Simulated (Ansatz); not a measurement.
InGa₃As₄ as one 8-atom ordering (P-43m) on the zincblende lattice, relaxed with r2SCAN. The symmetry is P-43m (No. 215, cubic); conventional cell a = 5.779 Å, 24.13 Å³ an atom. Ga has 4 As at 2.47 Å; As has 3 Ga at 2.47 Å and 1 In at 2.60 Å; In has 4 As at 2.60 Å.

```cif
data_structure
_symmetry_space_group_name_H-M 'P-43m'
_symmetry_Int_Tables_number 215
_cell_length_a 5.7792
_cell_length_b 5.7792
_cell_length_c 5.7792
_cell_angle_alpha 90.000
_cell_angle_beta 90.000
_cell_angle_gamma 90.000
_cell_volume 193.02
loop_
_atom_site_label
_atom_site_type_symbol
_atom_site_symmetry_multiplicity
_atom_site_Wyckoff_symbol
_atom_site_fract_x
_atom_site_fract_y
_atom_site_fract_z
_atom_site_occupancy
Ga1 Ga 3 d 0.50000 0.00000 0.00000 1
As1 As 4 e 0.75954 0.24046 0.24046 1
In1 In 1 b 0.50000 0.50000 0.50000 1
```

3 runs of the plane-wave code Ansatz on this cell differ in the functional (and in the settings that go with it). Levels are in eV from each run's valence top; v1 is the last filled band, c1 the first empty one.

Run A, mean stress +0.4 GPa (compression positive):
```tsv
point	v5	v3	v1	c1	c2	c3
Γ	-2.71	0.00	0.00	0.92	2.10	2.10
X	-3.44	-1.89	-1.50	2.68	2.71	3.71
M	-3.34	-1.24	-1.07	3.16	3.16	3.71
R	-1.27	-0.90	-0.90	1.50	1.50	1.50
```

Run B, mean stress +2.5 GPa (compression positive):
```tsv
point	v5	v3	v1	c1	c2	c3
Γ	-2.48	0.00	0.00	0.11	1.53	1.53
X	-3.18	-1.74	-1.38	2.01	2.05	2.95
M	-3.09	-1.15	-0.98	2.38	2.38	2.92
R	-1.17	-0.82	-0.82	0.79	0.79	0.79
```

Run C, mean stress 0.0 GPa (compression positive):
```tsv
point	v5	v3	v1	c1	c2	c3
Γ	-2.57	0.00	0.00	0.56	1.81	1.81
X	-3.27	-1.81	-1.43	2.30	2.34	3.33
M	-3.18	-1.19	-1.01	2.72	2.72	3.28
R	-1.22	-0.85	-0.85	1.14	1.14	1.14
```

Q: Match the runs to PBE, r2SCAN, HSE06.

A: A is HSE06, B is PBE, C is r2SCAN. In order of the gap: PBE 0.11, r2SCAN 0.56, HSE06 0.92 eV. The stress vanishes for r2SCAN, which relaxed the cell.

Simulation only: spin-unpolarised, and no claim that this is the phase found in nature.

Spin-orbit coupling is left out, which matters wherever the heavy atoms make up the band edges.

The stress of a hybrid is loosely converged in these runs.

Gaps or overlaps of about a tenth of an eV are at the limit of these meshes: between the points read a gap can be smaller or closed.

The meshes of the hybrids are coarse, so their gaps aren't converged to the digits shown.
